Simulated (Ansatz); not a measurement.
YOF:
```
CELL_PARAMETERS angstrom
      1.88708     1.08951     6.27281
     -1.88708     1.08951     6.27281
      0.00000    -2.17902     6.27281
ATOMIC_POSITIONS crystal
  Y  0.74127 0.74127 0.74127
  Y  0.25873 0.25873 0.25873
  O  0.62153 0.62153 0.62153
  O  0.37847 0.37847 0.37847
  F  0.13015 0.13015 0.13015
  F  0.86985 0.86985 0.86985
```

DFT-PBEsol in the program Ansatz with PAW potentials gives a gap of 4.95 eV without spin–orbit coupling, maximum off the standard path, at k = (-0.036, 0.292, -0.370) in fractions of the reciprocal vectors, minimum off the standard path, at k = (-0.016, 0.323, -0.349) in fractions of the reciprocal vectors.

**Question.** What happens when spin–orbit coupling is switched on?

**Answer.** The gap is nearly the same, to 4.95 eV; maximum off the standard path, at k = (-0.036, 0.292, -0.370) in fractions of the reciprocal vectors, minimum off the standard path, at k = (-0.016, 0.323, -0.349) in fractions of the reciprocal vectors.

Space group R-3m. The workflow started from a Materials Project entry (that database holds measured and hypothetical structures alike); the Crystallography Open Database files this formula in space group No. 166, but the cells were not matched. Its standing as an ambient phase is unchecked. Symmetry was held in the PBEsol relaxation; its stability against distortions is not shown here. No spin polarisation was allowed.

Potentials: the later of the program's two PAW sets.
